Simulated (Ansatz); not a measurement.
## Ti under strain: Ti-47 nuclear quadrupole resonance

Cell: a COD entry, relaxed with PBE at fixed cell and then changed (z compressed by 3 %, ions relaxed).

```xyz
2
Lattice="2.9500 0.0000 0.0000 -1.4750 2.5548 0.0000 0.0000 0.0000 4.5454" Properties=species:S:1:pos:R:3 pbc="T T T"
Ti    0.0000    1.7032    1.1364
Ti    1.4750    0.8516    3.4091
```

Sites (sets of like atoms) are named by element and the number of their first atom in this list.

Method: Kohn–Sham DFT in Ansatz, PBE, plane waves and PAW, scalar-relativistic, 420 eV cutoff, Γ-centred 18×18×10 k-points, Fermi–Dirac smearing 0.05 eV.

Ti-47: I = 5/2, Q = 302.0 mb (year-2017 value). Static lattice, zero field.

(1) The simulated lines lie at 2.87, 5.74 MHz. What are |C_Q|, η and |V_zz| at Ti?

## Answers

(1) For I = 5/2 and η = 0 the lines are 3|C_Q|/20 and twice that; η pulls their ratio below 2. Here |C_Q| = 19.1 MHz, η = 0.00 and |V_zz| = 2.62 × 10²¹ V/m². The calculation gives V_zz positive; the lines don't show the sign. The site has 12 Ti at 2.84–2.95 Å.

An axis of threefold or higher order runs through Ti, so V_zz lies along it and η is zero.

With no gap above 0.1 eV, as in a metal, the gradients converge slowly in k; expect changes of a tenth or more on a denser mesh.
